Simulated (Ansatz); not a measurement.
NbAgO$_{3}$ (cubic perovskite, space group No. 221), LDA in the plane-wave PAW code Ansatz, all energies at zero smearing, with the estimated change up to a 700 eV cutoff added, with one set of potentials and settings (totals compare only within such a set). Cell of 5 atoms (1 Nb, 1 Ag, 3 O): -13568.067 eV.

```tsv
element	reference phase	E (eV/atom)
Nb	Im-3m, 1 atoms in the cell	-4442.5966
Ag	P6_3/mmc, 4 atoms in the cell	-7458.1511
O	C2/m, 4 atoms in the cell, spin-polarised	-552.6518
```

Formation energy per atom, worked out: (-13568.067 − 1×(-4442.5966) − 1×(-7458.1511) − 3×(-552.6518))/5 = -1.873 eV/atom (-181 kJ per mol of atoms), at 0 K, without zero-point energy or fitted corrections.

Space group Pm-3m (cubic perovskite). The first step of the workflow began from a Materials Project structure, measured or hypothetical; the Crystallography Open Database copy checked does not list it. COD files the formula under space group No. 57, so this cell is another polymorph or a model. Whether it is the stable phase at ambient conditions was not checked. The cell was relaxed with LDA under the symmetry of its start. At this level the phase is dynamically unstable (imaginary phonons). The run is not spin-polarised. The references are the lowest solids computed at this level, not always the standard phases (solids in place of the gases).

Potentials: the later of the program's two PAW sets.
